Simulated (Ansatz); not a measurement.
## Cu₂Ni₃ (P-3m1) at 2 levels of theory

One geometry, relaxed with PBE; plane waves with PAW potentials in Ansatz, scalar-relativistic. Collinear spin, ending at 2.7 μB a primitive cell. Gaps are the least over mesh and band path; pressure is positive in compression.

```cif
data_structure
_symmetry_space_group_name_H-M 'P-3m1'
_symmetry_Int_Tables_number 164
_cell_length_a 2.5057
_cell_length_b 2.5057
_cell_length_c 20.7615
_cell_angle_alpha 90.000
_cell_angle_beta 90.000
_cell_angle_gamma 120.000
_cell_volume 112.89
loop_
_atom_site_label
_atom_site_type_symbol
_atom_site_symmetry_multiplicity
_atom_site_Wyckoff_symbol
_atom_site_fract_x
_atom_site_fract_y
_atom_site_fract_z
_atom_site_occupancy
Cu1 Cu 2 d 0.33333 0.66667 0.05143 1
Cu2 Cu 2 d 0.33333 0.66667 0.64959 1
Ni1 Ni 2 d 0.33333 0.66667 0.84771 1
Ni2 Ni 2 d 0.33333 0.66667 0.24941 1
Ni3 Ni 2 d 0.33333 0.66667 0.45143 1
```

| level | cutoff (eV) | k mesh | gap (eV) | pressure (GPa) | largest moment (μB) |
| --- | --- | --- | --- | --- | --- |
| PBE | 420 | 18×18×2 | 0 | 0.0 | 0.49 |

What comes out on the same cell with PBEsol?

```json
{"level": "PBEsol", "cutoff (eV)": "420", "k mesh": "18×18×2", "gap (eV)": "0", "pressure (GPa)": "-9.1", "largest moment (μB)": "0.49"}
```

It was reached by relaxing an invented guess, and it needn't be the stable form of this composition.
